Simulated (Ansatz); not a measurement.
TaC:
```xyz
2
Lattice="0.0000 2.2069 2.2069 2.2069 0.0000 2.2069 2.2069 2.2069 0.0000" Properties=species:S:1:pos:R:3 pbc="T T T"
C      0.0000     0.0000     0.0000
Ta     2.2069     2.2069     2.2069
```

Relaxed with LDA. Special points in fractions of this cell's reciprocal vectors: Γ (0.000, 0.000, 0.000); X (0.500, 0.000, 0.500); U (0.625, 0.250, 0.625); K (0.375, 0.375, 0.750); L (0.500, 0.500, 0.500); W (0.500, 0.250, 0.750).

Problem. List the band energies nearest the Fermi level at these points for LDA in the plane-wave PAW code Ansatz.

Solution. In eV from the Fermi level; about four levels below and three above (degenerate sets whole), none deeper than 8.9 eV; … stands for higher levels left out; points with the same levels are listed once.

```
k                                below           above
-  -----------------------------------  --------------
Γ  -1.37 -1.37 -1.37 -0.41 -0.41 -0.41               …
X              -4.67 -4.49 -1.66 -1.66  2.75 4.28 4.28
U              -5.93 -4.83 -3.84 -0.58  3.29 4.16 6.56
L                    -8.84 -5.57 -5.57  2.84 2.84 3.86
W                    -5.34 -4.97 -4.97  1.70 1.70 4.29
```

Space group Fm-3m (rock salt). Symmetry was held in the LDA relaxation; of distortions, only those at the zone centre were tested. No spin polarisation was allowed. Scalar-relativistic: spin–orbit coupling is off unless named, which matters more the heavier the elements.

Potentials: the later of the program's two PAW sets.
